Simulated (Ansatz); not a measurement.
MoSe: which magnetic state is lowest?

Computed with DFT r2SCAN+U, scalar-relativistic, plane waves, PAW (Ansatz 0.2.0).

```
Mo Se
1.0
     4.00507    0.00000    0.00000
    -2.00254    3.46850    0.00000
     0.00000    0.00000    6.81914
Mo Se
2 2
Direct
  0.00000 0.00000 0.00000
  0.00000 0.00000 0.50000
  0.33333 0.66667 0.25000
  0.66667 0.33333 0.75000
```

| Quantity | Value |
| --- | --- |
| plane-wave cutoff | 500 eV |
| Γ-centred k-mesh | 12×12×6 |
| occupation rule | Gaussian smearing, 0.1 eV |
| U_eff on Löwdin-orthogonalised atomic d orbitals | Mo 4.38 eV |
| list of starting moments (μB, in atom order) | 2 2 0 0 |
| check for lower electronic states after the SCF | asked for but not made |

All runs keep this geometry, which stands near equilibrium for the lowest state (largest force there 0.000 eV/Å, pressure 0.0 GPa; forces reach 0.20 eV/Å in another state) and needn't be a stable compound; relaxing each order would shift the differences by some 50 meV/atom, going by the pressures and a bulk modulus of about 150 GPa. Signs run over the atoms with starting moments. A propagation vector, in units of the reciprocal vectors, doubles the cell, which takes an equally dense mesh. The large starts are 3.5 3.5 0 0 μB. The small starts are 0.5 0.5 0 0 μB. r2SCAN tends to overstate moments in metals. Site moments are spin moments in atom-centred spheres that scale with the neighbour distance. The states are those that the runs reached from these starts; a lower one can exist.

| start | ends | energy above lowest (meV/atom) | site moments (μB) | gap on mesh (eV) | P (GPa) |
| --- | --- | --- | --- | --- | --- |
| no spin | non-magnetic | 1153 | none over 0.05 | 0.36 | -10.0 |
| ferromagnetic | ferromagnetic | 0.00 | Mo +3.46 (×2), Se -0.24 (×2) | metal | 0.0 |
| large parallel starting moments | ferromagnetic | 0.00 | Mo +3.46 (×2), Se -0.24 (×2) | metal | 0.0 |
| antiferromagnetic in the cell, signs +- | antiferromagnetic | 229 | Mo +3.33, Mo -3.33 | metal | -1.9 |
| antiferromagnetic, doubled cell, propagation vector (0, 0, 1/2) | antiferromagnetic | 77.3 | Mo +3.41 (×2), Se -0.30, Mo -3.41 (×2), Se +0.30 | metal | -0.8 |
| small parallel starting moments | ferromagnetic | 0.00 | Mo +3.46 (×2), Se -0.24 (×2) | metal | 0.0 |

2 further runs of this set didn't finish or converge.

Cost: 6 runs of about 14 core-minutes in all, on Intel Xeon Platinum 8488C (Sapphire Rapids) (shared hosts).